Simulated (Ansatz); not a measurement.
The elements of this relaxed trial crystal are hidden behind letters.

```
lattice vectors (Å)
  -3.0069    3.0069    6.0081
   3.0069   -3.0069    6.0081
   3.0069    3.0069   -6.0081
fractional positions
X 0.5000 0.0000 0.5000
X 0.2567 0.2567 0.0000
X 0.0000 0.5000 0.5000
X 0.7433 0.7433 0.0000
Z 0.7500 0.2500 0.5000
Z 0.2500 0.7500 0.5000
Z 0.0000 0.0000 0.0000
Q 0.5000 0.5000 0.0000
```

Level of theory: DFT PBE, scalar-relativistic, plane waves, PAW (Ansatz). The final run on the 8-atom cell used 420 eV, a Γ-centred 8×8×8 mesh, 0.02 eV smearing and no spin polarisation.

| Quantity | Value |
| --- | --- |
| Space group | I4/mmm (No. 139) |
| Conventional cell | a = 6.014 Å, c = 12.016 Å |
| Volume per atom | 27.16 Å³ |
| Density | 5.68 g/cm³ |
| Energy over the elements | −0.420 eV/atom |
| Gap on the 8×8×8 mesh of the 8-atom cell | 0.14 eV |

Energies are uncorrected and count from the elements' standard states at the same level.

**Question.** X is a p-block element of period 5, Z is a p-block element of period 4 and Q is a p-block element of period 3. Which elements are they?

**Answer.** X = Sn, Z = Se, Q = S, so the formula is Sn4Se3S. Density times volume gives a mean mass of 5.68 × 27.16/1.6605 = 92.9 u per atom, and this set has 93.0 u. Around Sn on a site of symmetry mmm lie 4 Se at 3.00–3.01 Å and 2 S at 3.01 Å; around Se on a site of symmetry -4m2 lie 6 Sn at 3.00–3.01 Å; S has 6 Sn at 2.92–3.01 Å; 2 more sites not described. Other sets within the hints have nearly the same mass, so mass alone doesn't settle it; this one was computed.

Kohn–Sham gaps at this level usually fall short of measured ones. Symmetry constrained the relaxation, so the result can be a saddle point.
